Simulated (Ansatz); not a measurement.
# Lattice vibrations of Hf₂ZrTe₆ at Γ

Theory: DFT PBE, scalar-relativistic, plane waves, PAW (Ansatz 0.2.0). Plane waves to 420 eV; Γ-centred k mesh 6×6×6; Fermi-Dirac smearing of 0.15 eV. No spin polarisation. Phonons by linear response, acoustic sum rule imposed.

Equilibrium structure at this level:
```xyz
9
Lattice="6.8727 0.0000 0.0000 -3.4363 5.9519 0.0000 0.0000 0.0000 7.1431" Properties=species:S:1:pos:R:3 pbc="T T T"
Zr    0.0000    0.0000    0.0000
Hf    3.4363    1.9840    0.0000
Hf    0.0000    3.9679    0.0000
Te    1.1530    1.9971    5.3561
Te   -2.2833    3.9548    5.3561
Te    4.5667    0.0000    5.3561
Te   -1.1530    1.9971    1.7870
Te    2.2833    3.9548    1.7870
Te    2.3060    0.0000    1.7870
```

The structure comes from a generated guess, relaxed at this level; another structure or a mixture of phases may lie lower. In a metal, frequencies depend on the k mesh and the smearing, soft modes most. Spin–orbit coupling is left out, which matters for heavy elements. No dispersion correction is applied, so modes and constants that involve weak contacts between layers, chains or molecules come out too soft.

Optical modes at Γ:
```
frequency (cm⁻¹)  degeneracy
              55           1
              59           1
              75           2
              81           2
              98           2
              99           2
             112           2
             113           2
             127           1
             129           1
             132           1
             136           1
             140           1
             149           2
             171           2
             188           1
```

All 24 optical modes at Γ are real: no displacement of atoms at fixed cell lowers the energy to second order. Strains and modes at other wave vectors aren't tested by this run.
